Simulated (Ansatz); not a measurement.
**Ta: an elastic constant from a strain scan**

Method: DFT r2SCAN, scalar-relativistic, plane waves, PAW (Ansatz 0.2.0). The runs took a 500 eV cutoff, a Γ-centred 20×20×20 mesh and Gaussian smearing (0.15 eV). Spin–orbit coupling is left out, which can shift energies with elements as heavy as these. No spin polarisation. Energies are free energies at this smearing, counted from the undisturbed cell; pressure is positive in compression.

The starting cell (as given, not relaxed at this level; it stands at 0.5 GPa):

```yaml
crystal:
  lattice:
    - [-1.65128, 1.65128, 1.65128]
    - [1.65128, -1.65128, 1.65128]
    - [1.65128, 1.65128, -1.65128]
  atoms:
    - { symbol: Ta, position: [0.00000, 0.00000, 0.00000] }
```

The cell is strained by ε times the Voigt pattern (1, 0, 0, 0, 0, 0) (xx, yy, zz, yz, xz, xy; engineering shear) with fractional coordinates fixed. The cell holds 1 atom in V0 = 18.01 Å³. The stress column is τ = (1/V0) dE/dε, got from the stress tensor σ (compression positive) at each point as −det(1 + εP) σ : P(1 + εP)⁻¹, with P the pattern as a tensor.

| ε | ΔE (meV/atom) | τ (GPa) |
| --- | --- | --- |
| -0.0600 | 67.871 | -20.300 |
| -0.0450 | 38.073 | -15.051 |
| -0.0300 | 17.057 | -9.907 |
| -0.0150 | 4.536 | -4.999 |
| 0.0000 | 0.000 | -0.452 |
| 0.0150 | 2.757 | 3.640 |
| 0.0300 | 12.004 | 7.252 |
| 0.0450 | 26.978 | 10.447 |
| 0.0525 | 36.410 | 11.916 |
| 0.0600 | ? | ? |

**Question.** Which combination of elastic constants does this scan measure, and how large is it?

**Answer.** For small ε, τ = τ0 + Kε with K = pᵀCp, which for this pattern is C11 in the cubic axes. The parabola through τ at ε = -0.0150, 0 and 0.0150 has slope K = 288 GPa at zero. The energies per cell, E = NΔE, of the same two points give K = 2[E(ε₊)/ε₊ − E(ε₋)/ε₋]/[(ε₊ − ε₋)V0] = 288 GPa, in agreement.

**Question.** Predict the withheld row at ε = 0.0600 from the harmonic law, and compare.

**Answer.** ΔE = V0(τ0 ε + Kε²/2)/N = 55.218 meV/atom and τ = 16.83 GPa. The calculation gives 47.048 meV/atom and 13.31 GPa: the energy lies 15 % below the harmonic value, as bonds soften when stretched.

In a metal these slopes depend on the k mesh and the smearing.